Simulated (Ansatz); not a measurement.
## Property card for Na2PdC2

Na2PdC2:
```
Na2PdC2
1.0
    4.45266     0.00000     0.00000
   -2.22633     3.85612     0.00000
    0.00000     0.00000     5.21586
Na Pd C
2 1 2
Direct
  0.33333   0.66667   0.71976
  0.66667   0.33333   0.28024
  0.00000   0.00000   0.00000
  0.00000   0.00000   0.62148
  0.00000   0.00000   0.37852
```

Space group P-3m1 (No. 164); conventional cell a = 4.453 Å, b = 4.453 Å, c = 5.216 Å, α = 90.00°, β = 90.00°, γ = 120.00°.

Method: the program Ansatz at the PBEsol level (PAW). The cell and atoms are relaxed at this level. Other levels are named where they apply.

### Cell and energy

```
Property                                                     Value
-----------------------------------------------------  -----------
Volume per atom                                           17.91 Å³
Density                                                 3.27 g/cm³
Formation energy from the elements (no fitted shifts)  93 meV/atom
```

### Electronic structure

```
Item                                                                               Value
------------------------------------------------  --------------------------------------
Band gap                                                              0.72 eV (indirect)
Valence-band maximum                                                                at A
Conduction-band minimum                                      at L (3 equivalent valleys)
Smallest direct gap on the standard path                                         0.80 eV
Electron effective mass                           0.13, 0.20, 0.76 mₑ (principal values)
Electron effective mass with spin–orbit coupling  0.13, 0.19, 0.75 mₑ (principal values)
HSE06 gap on the PBEsol cell                                                     1.50 eV
Gap with spin–orbit coupling                                                     0.65 eV
```

### Mechanics

```
Quantity                                                                                             Value
-------------------------------------  -------------------------------------------------------------------
Bulk modulus (Birch–Murnaghan fit)                                                                333 kbar
Pressure derivative B′                                                                                 4.5
Elastic constants (relaxed ions, GPa)  C11 = 47.2, C12 = 20.7, C13 = 16.2, C14 = 6.2, C33 = 379, C44 = 9.3
Mechanical stability                                                stable (all eigenvalues of C positive)
```

The workflow started from a Materials Project entry (that database holds measured and hypothetical structures alike); the Crystallography Open Database copy checked does not list it. Whether it is the stable phase at ambient conditions was not checked. The cell was relaxed with PBEsol under the symmetry of its start; whether a distortion lowers the energy is not shown. The run is not spin-polarised. The references are the lowest solids computed at this level, not always the standard phases. Scalar-relativistic: spin–orbit coupling is off unless named, which matters more the heavier the elements.

Potentials: the later of the program's two PAW sets.
